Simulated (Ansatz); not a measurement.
Input:

SnTe (rock salt)

```
CELL_PARAMETERS angstrom
      0.00000     3.20463     3.20463
      3.20463     0.00000     3.20463
      3.20463     3.20463     0.00000
ATOMIC_POSITIONS crystal
  Te 0.00000 0.00000 0.00000
  Sn 0.50000 0.50000 0.50000
```

In this cell atom 2 (Sn, nearest neighbour Te at 3.205 Å; its periodic images, 4.5 Å or more away, move with it) is moved by s along Cartesian [110], unit vector (0.707, 0.707, 0.000); all other atoms and the cell stay fixed.

Level of theory: PBE (plane waves to 420 eV, PAW, scalar-relativistic; Ansatz, a quantum-chemistry and plane-wave program). k mesh 10×10×10 (Γ-centred), Fermi-Dirac smearing 0.05 eV. E stands for the smeared free energy. SnTe was relaxed with its symmetry unable to fall. Spin-orbit coupling is left out, though Te is heavy. The PAW data are Ansatz's earlier set. The zero of ΔE is the undisplaced structure.

The scan covers s from -0.960 to 0.960 Å in 11 points.

Task: Is the energy the same for equal positive and negative displacements?

Result: Even: the same for both signs. With its periodic images moving along, the atom's site symmetry in this cell is m-3m.

Task: What is the energy change at s = 0.960 Å?

Result: 1145 meV/cell.

Task: What force acts on the atom along the line at s = -0.960 Å?

Result: 3.42 eV/Å.

(For displaced atoms, the force is minus the slope of the energy, and its curvature is a force constant, which sets phonon frequencies.)
